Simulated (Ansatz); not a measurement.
Relaxed-ion elastic tensor of AlOs (CsCl type, Pm-3m) in GPa (Voigt order), r²SCAN in the plane-wave PAW code Ansatz; density 13.40 g/cm³, 13.46 Å³ per atom.

```
385  189  189  0.0  0.0  0.0
189  385  189  0.0  0.0  0.0
189  189  385  0.0  0.0  0.0
0.0  0.0  0.0  165  0.0  0.0
0.0  0.0  0.0  0.0  165  0.0
0.0  0.0  0.0  0.0  0.0  165
```

Question: Is the crystal mechanically stable?

Answer: Yes: the smallest eigenvalue of C is 165 GPa.

Question: Work out the Voigt, Reuss and Hill averages.

Answer: K_V = 255, K_R = 255, K_H = 255; G_V = 138, G_R = 130, G_H = 134 GPa.

Question: Give Young's modulus, Poisson's ratio, Pugh's ratio and the universal anisotropy index.

Answer: E = 9KG/(3K + G) = 342 GPa; ν = 0.28; K/G = 1.90 (ductile by the Pugh limit of 1.75); A_U = 5G_V/G_R + K_V/K_R − 6 = 0.33.

Question: Estimate the sound speeds and the Debye temperature.

Answer: v_l = √((K + 4G/3)/ρ) = 5680 m/s, v_t = √(G/ρ) = 3160 m/s, mean 3520 m/s; Θ = (h/k)(3n/4πV)^(1/3) v_m = 441 K.

Question: Give the Zener ratio and Young's modulus along [100], [110] and [111].

Answer: A = 2C44/(C11 − C12) = 1.68; 1/E = S11 − 2(S11 − S12 − S44/2)Γ with Γ = 0, 1/4, 1/3 gives 261, 357, 407 GPa.

The first step of the workflow began from a Materials Project structure, measured or hypothetical; the Crystallography Open Database copy checked does not list it. With Al and Os taken as one species the cell has the higher symmetry Im-3m, so it may be an ordered model of a mixed-site phase. Whether it is the stable phase at ambient conditions was not checked. The cell was relaxed with r²SCAN under the symmetry of its start; of distortions, only those at the zone centre were tested. No spin polarisation was allowed. As this level gives no gap, shear constants depend on the k-mesh and smearing (Fermi–Dirac, 0.1 eV here). Scalar-relativistic: spin–orbit coupling is off unless named, which matters more the heavier the elements.

Potentials: the later of the program's two PAW sets.
